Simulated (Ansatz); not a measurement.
B4C:
```xyz
15
Lattice="4.3712 2.7898 0.0000 -4.3712 2.7898 0.0000 -2.4176 0.0000 4.4083" Properties=species:S:1:pos:R:3 pbc="T T T"
B     -2.0989     2.7898     3.6957
B      0.2544     1.8919     2.1335
B      0.2544     3.6877     2.1335
B     -2.6943     3.6965     2.2281
B     -2.6943     1.8832     2.2281
B     -2.1241     2.7898     0.7972
B     -0.3054     2.7898     3.5792
B     -1.1790     1.3699     3.0640
B     -1.1790     4.2098     3.0640
B     -1.2527     4.2229     1.3172
B     -1.2527     1.3567     1.3172
B     -6.7561     2.7898     4.3549
C     -0.3956     2.7898     0.7743
C     -5.4038     2.7898     3.8850
C      3.0586     2.7898     0.4567
```

Relaxed with PBEsol. Independent-particle spectrum: no excitons, no local fields, no scissors shift; 0.1 eV broadening; ε₁ of the summed bands alone.

### Question
Tabulate the dielectric function from PBEsol (plane waves, PAW; program Ansatz).

### Answer


| E (eV) | ε₁ xx | ε₂ xx | ε₁ yy | ε₂ yy | ε₁ zz | ε₂ zz |
|---|---|---|---|---|---|---|
| 0.0 | 7.70 | 0.00 | 7.62 | 0.00 | 7.50 | 0.00 |
| 0.4 | 7.72 | 0.00 | 7.64 | 0.00 | 7.53 | 0.00 |
| 0.8 | 7.80 | 0.00 | 7.72 | 0.00 | 7.60 | 0.00 |
| 1.2 | 7.93 | 0.00 | 7.85 | 0.00 | 7.73 | 0.00 |
| 1.6 | 8.13 | 0.00 | 8.05 | 0.00 | 7.92 | 0.00 |
| 2.0 | 8.41 | 0.00 | 8.34 | 0.00 | 8.20 | 0.00 |
| 2.4 | 8.81 | 0.00 | 8.74 | 0.00 | 8.59 | 0.00 |
| 2.8 | 9.40 | 0.00 | 9.32 | 0.00 | 9.17 | 0.00 |
| 3.2 | 10.40 | 0.01 | 10.27 | 0.04 | 10.11 | 0.02 |
| 3.6 | 12.39 | 1.09 | 11.92 | 0.51 | 11.93 | 0.53 |
| 4.0 | 12.78 | 4.08 | 14.51 | 2.62 | 13.22 | 5.49 |
| 4.4 | 11.05 | 4.93 | 14.37 | 7.49 | 11.76 | 4.73 |
| 4.8 | 12.49 | 5.25 | 11.29 | 7.81 | 11.80 | 6.23 |
| 5.2 | 12.44 | 7.59 | 9.77 | 8.95 | 11.85 | 8.60 |
| 5.6 | 11.82 | 9.95 | 10.06 | 9.33 | 9.83 | 9.85 |
| 6.0 | 9.78 | 12.15 | 6.14 | 13.04 | 7.30 | 11.78 |
| 6.4 | 6.71 | 11.47 | 3.57 | 10.24 | 5.10 | 10.88 |
| 6.8 | 5.81 | 13.06 | 3.12 | 8.98 | 3.16 | 10.22 |
| 7.2 | 2.88 | 12.21 | 3.06 | 8.45 | 2.85 | 9.38 |
| 7.6 | 1.05 | 10.37 | 3.21 | 8.09 | 1.93 | 8.25 |
| 8.0 | 1.16 | 9.63 | 2.90 | 8.36 | 2.19 | 8.15 |
| 8.4 | 0.88 | 10.79 | 2.68 | 8.45 | 2.18 | 7.81 |
| 8.8 | -1.67 | 9.46 | 1.71 | 8.86 | 1.95 | 8.05 |
| 9.2 | -1.40 | 7.59 | 2.10 | 8.91 | 1.58 | 8.94 |
| 9.6 | -1.36 | 7.60 | 0.15 | 9.06 | -0.09 | 8.82 |
| 10.0 | -1.54 | 7.04 | -0.73 | 8.92 | -0.39 | 8.38 |
| 10.4 | -2.11 | 6.68 | -2.18 | 8.00 | -1.86 | 7.79 |
| 10.8 | -2.49 | 6.20 | -2.73 | 7.26 | -2.00 | 6.60 |
| 11.2 | -2.65 | 5.59 | -3.07 | 6.30 | -2.26 | 6.29 |
| 11.6 | -3.17 | 4.77 | -3.37 | 5.15 | -2.64 | 5.71 |
| 12.0 | -2.69 | 3.91 | -3.21 | 4.41 | -2.93 | 5.06 |

### Question
From ε at 5.0 eV (xx: 12.47 + 6.20i), find n, k, the normal reflectivity and the absorption coefficient.

### Answer
n = 3.63, k = 0.853, R = 34 %, α = 2kE/ħc = 430000 cm⁻¹.

With all bands, ε∞ without local fields is 7.79 (xx), 7.71 (yy), 7.60 (zz). DFPT, with local fields, gives 7.16 (xx), 7.19 (yy), 7.03 (zz).

Space group Cm. The workflow started from a Materials Project entry (that database holds measured and hypothetical structures alike); the Crystallography Open Database copy checked does not list it. Its standing as an ambient phase is unchecked. Symmetry was held in the PBEsol relaxation; whether a distortion lowers the energy is not shown.

Potentials: the earlier of the program's two PAW sets. The files were generated under PBE; for other functionals the program regenerates the frozen cores, and for LDA and PBEsol the local potential too.
